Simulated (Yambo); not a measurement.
# Convergence of the G0W0 gap of InP

G0W0@PBEsol for InP (zinc blende, space group F-43m, No. 216) in Yambo. Reference settings: 4×4×4 Γ-centred k mesh, 115 bands and a 10 Ry block in the screening, 115 bands in G with the Bruneval-Gonze terminator, plasmon pole fitted at 27.2 eV. The PBEsol gap Γ → Γ on this mesh is 0.56 eV; G0W0 gaps are taken between the same points.

```csv
change from the reference,G0W0 gap Γ → Γ (eV),shift of the valence edge (eV),rough Yambo cost
reference settings,1.00,-0.54,1
"39 bands in W, 39 bands in G",1.02,-0.25,about 1/3
"70 bands in W, 70 bands in G",1.00,-0.44,within a factor of two
39 bands in G,1.02,-0.51,–
70 bands in G,1.00,-0.53,–
51 bands in W,1.01,-0.37,within a factor of two
1 Ry block,0.72,0.13,within a factor of two
4 Ry block,0.97,-0.34,within a factor of two
8 Ry block,1.00,-0.53,within a factor of two
pole fitted at 40 eV,1.01,-0.62,–
no random integration,0.98,-0.36,–
"39 bands in G, no terminator",0.94,-0.08,–
"70 bands in G, no terminator",0.95,-0.33,–
no terminator,0.98,-0.45,–
```

The reference isn't shown to be the converged limit. Costs are rough (shared machines), scaled to the same edge states, and given only for runs that recompute the screening.

Spin-orbit splittings are left out.

The standard potential for In keeps a d shell in the valence without the s and p states of that shell. In tests on such compounds this moved G0W0 gaps by up to about 0.9 eV, so absolute quasiparticle energies here are unreliable; differences between settings are what counts.

Geometry relaxed with PBEsol; primitive cell a = 4.1586 Å, b = 4.1586 Å, c = 4.1586 Å, α = 60.00°, β = 60.00°, γ = 60.00°.

A shift is the quasiparticle energy of the state minus its PBEsol energy.
